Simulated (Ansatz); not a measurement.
An elastic tensor (GPa, Voigt order, standard axes) from DFT-PBEsol in the program Ansatz with PAW potentials:

```
 360   252   252   0.0   0.0   0.0
 252   360   252   0.0   0.0   0.0
 252   252   360   0.0   0.0   0.0
 0.0   0.0   0.0  88.0   0.0   0.0
 0.0   0.0   0.0   0.0  88.0   0.0
 0.0   0.0   0.0   0.0   0.0  88.0
```

Question: Which compound is it?
A) Pt, fcc (Cu type)
B) Ir, fcc (Cu type)
C) Pd, fcc (Cu type)
D) Au, fcc (Cu type)

Answer: A, Pt, fcc (Cu type)

Space group Fm-3m (fcc (Cu type)). The cell was relaxed with PBEsol under the symmetry of its start. No spin polarisation was allowed. As this level gives no gap, shear constants depend on the k-mesh and smearing (Fermi–Dirac, 0.1 eV here). On the denser mesh and wider smearing of the elastic run this cell carries a stress of 0.4 GPa. Spin–orbit coupling is left out wherever it is not named.

Potentials: the earlier of the program's two PAW sets. The files were generated under PBE; for other functionals the program regenerates the frozen cores, and for LDA and PBEsol the local potential too.
